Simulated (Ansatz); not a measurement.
Input:

HfO$_{2}$ (fluorite)

Space group Fm-3m (No. 225); a = 5.0445 Å, b = 5.0445 Å, c = 5.0445 Å, α = 90.00°, β = 90.00°, γ = 90.00°

```json
[
 {"atom": "Hf", "site": "4a", "symmetry": "m-3m", "x": "0.0000", "y": "0.0000", "z": "0.0000"},
 {"atom": "O", "site": "8c", "symmetry": "-43m", "x": "0.2500", "y": "0.2500", "z": "0.2500"}
]
```
(The calculation used a cell of 3 atoms; values per cell refer to that cell.)

The volume is varied about the relaxed value V₀ at fixed cell shape. Symmetry pins the atoms to their sites.

All values below come from PBEsol (plane waves to 420 eV, PAW, scalar-relativistic; Ansatz, a quantum-chemistry and plane-wave program). k mesh 11×11×11 (Γ-centred), Fermi-Dirac smearing 0.05 eV. The energy includes the smearing's −TS. Stress and pressure are positive under compression. HfO2 is run without spin polarisation. HfO2 was relaxed with its symmetry unable to fall. Spin-orbit coupling is left out, though Hf is heavy. The PAW data are Ansatz's earlier set. This is a high-temperature form of HfO2. The zero of ΔE is the relaxed starting cell.

The scan covers V/V₀ from 0.840 to 1.160 in 11 points.

**Question.** What is ΔE at V/V₀ = 1.160?

**Answer.** 174.5 meV/atom.

**Question.** What pressure does the cell carry at V/V₀ = 0.840?

**Answer.** 66.5 GPa.

**Question.** What is ΔE at V/V₀ = 0.840?

**Answer.** 305.5 meV/atom.

(A scan under strain: stresses follow from slopes of the energy per volume, elastic moduli from its curvatures.)
